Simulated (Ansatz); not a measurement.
ZnNi3N (anti-perovskite, space group No. 221), PBE (plane waves, PAW; program Ansatz), all energies at zero smearing, with the estimated change up to a 700 eV cutoff added, with one set of potentials and settings (totals compare only within such a set). Cell of 5 atoms (1 Zn, 3 Ni, 1 N): -21222.886 eV.

```csv
element,reference phase,E (eV/atom)
Zn,"C2/m, 3 atoms in the cell",-3319.0295
Ni,"Fm-3m, 1 atoms in the cell, spin-polarised",-5839.7239
N,"Pa-3, 8 atoms in the cell",-384.0325
```

Formation energy per atom, worked out: (-21222.886 − 1×(-3319.0295) − 3×(-5839.7239) − 1×(-384.0325))/5 = -0.131 eV/atom (-13 kJ per mol of atoms), at 0 K, without zero-point energy or fitted corrections.

Space group Pm-3m (anti-perovskite). The first step of the workflow began from a Materials Project structure, measured or hypothetical; the Crystallography Open Database copy checked does not list it. Its standing as an ambient phase is unchecked. The cell was relaxed with PBE under the symmetry of its start; its stability against distortions is not shown here. The run is not spin-polarised. The references are the lowest solids computed at this level, not always the standard phases (solids in place of the gases).

Potentials: the later of the program's two PAW sets.
